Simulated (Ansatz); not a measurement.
**Trial structures of Tb₃Si₂F: starts and ends**

Method: DFT PBE, scalar-relativistic, plane waves, PAW, and for the lanthanide a 4f-in-core norm-conserving potential, in Ansatz. All cells share a 690 eV cutoff and Γ-centred k meshes spaced at most about 0.3 Å⁻¹ (about 0.25 or finer for metals, 2π included). No spin polarisation in the final relaxations.

Each guess was relaxed in cell and atoms at zero pressure, within the symmetry of its start. All energies are static (0 K, no zero-point motion). Coordination counts Si or Tb atoms around F (for each partner element, those within 1.25 times its shortest distance or 1.15 times the sum of covalent radii, where it is the nearest in units of that sum or under 1.3; the shortest distance is added where it exceeds 1.18 times the sum of covalent radii).

```csv
guess,made from,start group,V start (Å³/atom),end group,V end (Å³/atom),coordination at the end,gap on mesh (eV),E over the lowest end (meV/atom)
1,LaSi2Rh3 type,P6/mmm,19.6,?,?,?,?,?
2,random cell,P6mm,12.7,P6/mmm,29.6,F 6 from 3.6 Å,0,0
3,random cell,P6/mmm,19.3,P6/mmm,32.0,F 2,0,727
4,random cell,P6/mmm,22.9,P6/mmm,34.9,F 2,0,655
```

Guess 1 as it starts:

```cif
data_structure
_symmetry_space_group_name_H-M 'P6/mmm'
_symmetry_Int_Tables_number 191
_cell_length_a 5.9370
_cell_length_b 5.9370
_cell_length_c 3.8509
_cell_angle_alpha 90.000
_cell_angle_beta 90.000
_cell_angle_gamma 120.000
_cell_volume 117.55
loop_
_atom_site_label
_atom_site_type_symbol
_atom_site_symmetry_multiplicity
_atom_site_Wyckoff_symbol
_atom_site_fract_x
_atom_site_fract_y
_atom_site_fract_z
_atom_site_occupancy
Tb1 Tb 3 g 0.50000 0.00000 0.50000 1
Si1 Si 2 c 0.66667 0.33333 0.00000 1
F1 F 1 a 0.00000 0.00000 0.00000 1
```

Q: Fill in the missing row: what does this guess relax into, and where does it rank?

A: It ends in space group P6/mmm (No. 191), with a = 7.465 Å, c = 3.779 Å, 30.4 Å³/atom and no gap. It lies 133 meV/atom over the lowest end, above guess 2 and below guess 4. The shortest distance is 2.87 Å (Tb–Si) in this end and 2.87 Å (Tb–Si) in the lowest (guess 2).

Space group P6/mmm (No. 191). a = 7.465 Å, b = 7.465 Å, c = 3.779 Å, α = 90.00°, β = 90.00°, γ = 120.00°
```tsv
atom	site	symmetry	x	y	z
Tb	3g	mmm	0.5000	0.0000	0.5000
Si	2c	-6m2	0.6667	0.3333	0.0000
F	1a	6/mmm	0.0000	0.0000	0.0000
```

Energies over the elements count from the elements' standard structures at the same level (F₂ as a molecule), with no fitted energy shifts.

Q: Is the lowest end bound against the elements?

A: Yes: its formation energy is −0.64 eV/atom. Whether it is stable depends on the other phases of the system, which aren't compared here.

The zero gap of P6/mmm at 30.4 Å³/atom may come from the functional, which often closes small gaps, or the cell may be a true semimetal. Cells relaxed within their symmetry can be saddle points. A lower structure may well exist outside this small set. Some structure types and database cells were kept out of the candidates from the start, so a known form may be missing.

The lanthanide is trivalent by construction, without f bands, f moments or other valences. The reference runs of the other elements, and any phases without the lanthanide, used 420 eV, which shifts energies against them by under 10 meV/atom. The lanthanide's reference is the lowest of its hcp, dhcp and fcc cells.
